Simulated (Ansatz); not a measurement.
Geometry optimisation in Ansatz: input, command and trajectory.

```yaml
crystal:
  lattice:
    - [3.0124099723, 0.0, 0.0]
    - [-1.5062049862, 2.6088235626, 0.0]
    - [0.0, 0.0, 3.2071934756]
  atoms:
    - { symbol: Nb, position: [0.0, 0.0, 0.0] }
    - { symbol: B, position: [0.3333333333, 0.6666666667, 0.5] }
    - { symbol: B, position: [0.6666666667, 0.3333333333, 0.5] }
basis:
  ecutwfc: 500
kpoints:
  mp_grid: { grid: [18, 18, 14] }
hamiltonian:
  xc: r2scan
scf:
  occupations: { method: gaussian, width: 0.1 }
output:
  forces: true
  stress: true
  eigenvalues: true
relax:
  adjacent_minimum: "off"
  f_tol: 0.01
  max_steps: 30
  cell: { stress_tol: 0.1, fix: [volume] }
```

```bash
ansatz run input.yaml --threads 1 --pin off --max-ram 2560MiB --backend cpu --events-out ev --progress --plain --runs-dir out
```

The calculation used DFT r2SCAN, scalar-relativistic, plane waves, PAW (Ansatz 0.2.0).

The volume is held at 0.91 times that of the relaxed cell.

Of 3 frames 3 are shown, positions in Å and forces in eV/Å; the SCF threshold varies from step to step. Steps run on the plane waves of an earlier cell, with a Pulay correction in the pressure. The basis is chosen afresh for the last frame, the zero of the energies, and at times for earlier ones too; energy and pressure step there, also at an unchanged geometry.

```xyz
3
Lattice="3.0124 0.0000 0.0000 -1.5062 2.6088 0.0000 0.0000 0.0000 3.2072" Properties=species:S:1:pos:R:3:forces:R:3 pbc="T T T" step=1 free_energy_over_end_meV_per_atom=0.04 pressure_GPa=33.62
Nb    0.0000    0.0000    0.0000    0.0000    0.0000    0.0000
B     0.0000    1.7392    1.6036    0.0000    0.0000    0.0000
B     1.5062    0.8696    1.6036    0.0000    0.0000    0.0000
3
Lattice="3.0147 0.0000 0.0000 -1.5073 2.6108 0.0000 0.0000 0.0000 3.2023" Properties=species:S:1:pos:R:3:forces:R:3 pbc="T T T" step=2 free_energy_over_end_meV_per_atom=0.00 pressure_GPa=33.58
Nb    0.0000    0.0000    0.0000    0.0000    0.0000    0.0000
B     0.0000    1.7405    1.6012    0.0000    0.0000    0.0000
B     1.5073    0.8703    1.6012    0.0000    0.0000    0.0000
3
Lattice="3.0147 0.0000 0.0000 -1.5073 2.6108 0.0000 0.0000 0.0000 3.2023" Properties=species:S:1:pos:R:3:forces:R:3 pbc="T T T" step=3 free_energy_over_end_meV_per_atom=0.00 pressure_GPa=33.58
Nb    0.0000    0.0000    0.0000    0.0000    0.0000    0.0000
B     0.0000    1.7405    1.6012    0.0000    0.0000    0.0000
B     1.5073    0.8703    1.6012    0.0000    0.0000    0.0000
```

It took 40 s on 1 thread of Arm Neoverse V1, with other jobs on the host, peak memory 0.45 GiB.